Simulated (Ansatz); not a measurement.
A geometry of Pb away from equilibrium: the start of the relaxation of a randomly generated symmetric cell of Pb (space group No. 191). These are r2SCAN (plane waves to 500 eV, PAW, scalar-relativistic; Ansatz, an electronic-structure program) values and carry that method's errors. Γ-centred k-mesh 8×8×5 on the run's cell (coarser than for final values), Fermi–Dirac smearing 0.05 eV.

```xyz
4
Lattice="5.0463 0.0000 0.0000 -2.5231 4.3702 0.0000 0.0000 0.0000 7.3502" Properties=species:S:1:pos:R:3 pbc="T T T"
Pb     0.0000     2.9135     2.1566
Pb     0.0000     2.9135     5.1936
Pb     2.5231     1.4567     5.1936
Pb     2.5231     1.4567     2.1566
```

Task: Which atoms carry the largest force, and which way does it point?

Result: 0.26 eV/Å, on Pb1, Pb2, Pb3, Pb4 (atoms numbered as listed); on Pb1 its components are (0.00, 0.00, -0.26).

Task: What is the pressure?

Result: +3.9 GPa, compression positive.

Task: How far above the relaxed end point is this geometry?

Result: 0.16 to 0.17 eV/atom (the two k-meshes of the run give this range); the path ends in P6/mmm (No. 191).

No spin polarisation in the result.

The run could not lose the symmetry of its start, so the end can be a saddle point.

The end of the path is a generated cell of Pb: the first start was made by a random draw of sites in a space group, and the end was not matched to a known phase here, so it may be hypothetical. Known forms of Pb include space group No. 225.
